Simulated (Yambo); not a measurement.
Material: Li2O (anti-fluorite, space group Fm-3m, No. 225) under isotropic strain of -3 % on all lattice vectors; a = b = c = 3.139 Å, α = β = γ = 60.00° (3 atoms in the cell). The PBEsol cell relaxed from Materials Project entry mp-1960 was given an isotropic strain of -3 % on all lattice vectors, and the atoms were relaxed again.

With PBEsol (pw.x of Quantum ESPRESSO, ONCV potentials, without SOC), the gap between the mesh's edge points (Γ → X) is 5.072 eV.

### Question
What does a G0W0 run in Yambo give for it (6×6×6 Γ-centred k mesh, bands 3 to 95 and a 14 Ry block in the screening, 95 bands in G with the Bruneval-Gonze terminator, plasmon pole fitted at 27.2 eV)?

### Answer
The correction is 2.815 eV, giving 7.887 eV, 1.6 times the PBEsol value.  Convergence of the G0W0 settings was not tested.
